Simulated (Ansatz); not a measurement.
The guess for CaCoC₆N₆ was made by a generator: cyanide-bridged rock-salt net of two metals, 0 guest cations a cell (Fm-3m, No. 225). Lengths were set from tabulated atomic sizes, so they are only a guess.

```xyz
14
Lattice="0.0000 5.2835 5.2835 5.2835 0.0000 5.2835 5.2835 5.2835 0.0000" Properties=species:S:1:pos:R:3 pbc="T T T"
Ca    0.0000    0.0000    0.0000
Co    5.2835    5.2835    5.2835
C     2.1060    5.2835    5.2835
C     5.2835    2.1060    5.2835
C     5.2835    5.2835    2.1060
C     8.4610    5.2835    5.2835
C     5.2835    8.4610    5.2835
C     5.2835    5.2835    8.4610
N     3.2760    5.2835    5.2835
N     5.2835    3.2760    5.2835
N     5.2835    5.2835    3.2760
N     7.2910    5.2835    5.2835
N     5.2835    7.2910    5.2835
N     5.2835    5.2835    7.2910
```

The calculation used DFT PBE, scalar-relativistic, plane waves, PAW in Ansatz. Cutoff 420 eV, Gaussian smearing, Γ-centred meshes. Cell and atoms relax first on a coarse mesh and then on a finer one. In between, the cell is made exact in the group found at 0.06 Å. In metals the finer mesh still leaves noise of several meV/atom or more. The steps can't lower the symmetry of their start. Collinear spin, starting moments Co 3.0 μB.

A guess keeps its type if space group and coordination stay and the shape of the cell changes little (axis ratios within about 15 %, angles within 6°); the volume may change.

**Question.** Will the relaxed cell still be of the starting type?

**Answer.** It keeps its type. The symmetry stays Fm-3m (No. 225). The volume per atom grows by 21.5 %, from 21.1 to 25.6 Å³. The shortest distance stays 1.17 Å (C–N). Counting neighbours within 15 % of an atom's shortest distance, the start has C 1, Ca 6, Co 6, N 1 and the end C 1, Ca 6, Co 6, N 1.

The zero of energy is the elements' standard structures at the same level (N₂ as a molecule); no fitted shifts are applied.

**Question.** At what energy does it end?

**Answer.** +0.48 eV/atom. The separate elements lie lower, so it is unstable against them.

The last run used collinear spin, a 6×6×6 mesh for its 14-atom cell and Gaussian smearing of 0.10 eV. In such compounds of Co a zero gap at this level may well be an artefact, since no Hubbard U is applied. The reference form of C is held partly by dispersion forces, which this level lacks. Another magnetic order may lie lower. A structure relaxed within its symmetry needn't be a true minimum. Another cell of CaCoC6N6 relaxed alike, in Fm-3m, lies 0.30 eV/atom lower, so this cell isn't the stable form at this level.
